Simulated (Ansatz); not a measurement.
Se:
```cif
data_Se3
_chemical_formula_sum 'Se3'
_space_group_name_H-M_alt 'P 1'
_space_group_IT_number 1
_cell_length_a 4.50572
_cell_length_b 4.50572
_cell_length_c 4.99131
_cell_angle_alpha 90.000
_cell_angle_beta 90.000
_cell_angle_gamma 120.000
loop_
_space_group_symop_operation_xyz
  'x, y, z'
loop_
_atom_site_label
_atom_site_type_symbol
_atom_site_fract_x
_atom_site_fract_y
_atom_site_fract_z
_atom_site_occupancy
Se1 Se 0.21709 0.00000 0.83333 1
Se2 Se 0.00000 0.21709 0.16667 1
Se3 Se 0.78291 0.78291 0.50000 1
```

This is the r²SCAN-relaxed structure.

All from r²SCAN in the plane-wave PAW code Ansatz, unless another level is named. Estimate the smallest direct gap on the standard path.

1.54 eV.

Next, the band gap?

1.33 eV (indirect).

Predict the conduction-band minimum.

at H (2 equivalent valleys).

And the valence-band maximum?

at L.

Space group P3_121 (trigonal Se type). The cell was relaxed with r²SCAN under the symmetry of its start. A crystal of weakly bound chains computed without a dispersion correction: the cell and the soft elastic constants depend strongly on that. Spin–orbit coupling is left out wherever it is not named.

Potentials: the later of the program's two PAW sets.
